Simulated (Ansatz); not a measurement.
SiO2:
```cif
data_O8Si4
_chemical_formula_sum 'Si4 O8'
_space_group_name_H-M_alt 'P41212'
_space_group_IT_number 92
_space_group_name_Hall 'P 4abw 2nw'
_cell_length_a 4.98259
_cell_length_b 4.98259
_cell_length_c 6.92104
_cell_angle_alpha 90.000
_cell_angle_beta 90.000
_cell_angle_gamma 90.000
loop_
_atom_site_label
_atom_site_type_symbol
_atom_site_symmetry_multiplicity
_atom_site_Wyckoff_symbol
_atom_site_fract_x
_atom_site_fract_y
_atom_site_fract_z
_atom_site_occupancy
Si1 Si 4 a 0.30212 0.30212 0.00000 1
O1 O 8 b 0.23830 0.10861 0.18113 1
```

Relaxed with r²SCAN. The program Ansatz at the r²SCAN level (PAW) gives a gap of 6.35 eV.

Q: What gap does HSE06 give on the same cell (Ansatz, PAW)?

A: 7.51 eV, 1.16 eV more. The hybrid was solved on a coarser mesh and at special points; its gap is the smallest among all of these.

```csv
k,v1 r²SCAN,c1 r²SCAN,v1 HSE06,c1 HSE06
Γ,0.00,6.35,0.00,7.51
Z,-0.40,7.63,___,___
M,-0.54,9.45,-0.56,10.63
A,-0.61,9.98,___,___
R,-0.18,8.90,___,___
X,-0.50,8.46,___,___
```

Q: Top valence (v1) and lowest conduction level (c1) in eV from each method's valence maximum (which need not be a listed point): supply the withheld HSE06 values.

A: 
- R, v1 HSE06: -0.19
- R, c1 HSE06: 10.07
- Z, v1 HSE06: -0.41
- Z, c1 HSE06: 8.80
- A, v1 HSE06: -0.64
- A, c1 HSE06: 11.16
- X, v1 HSE06: -0.52
- X, c1 HSE06: 9.64

Cost on shared cores: the r²SCAN run (SCF on a 6×6×4 mesh, then bands and DOS) about 120 core-seconds (a rough figure), the HSE06 run (SCF on 4×4×3, then a few points) very roughly 2.4 core-minutes; the tasks are unlike.

Space group P4_12_12. Symmetry was held in the r²SCAN relaxation; phonons on a q-mesh show no instability.

Potentials: the earlier of the program's two PAW sets.
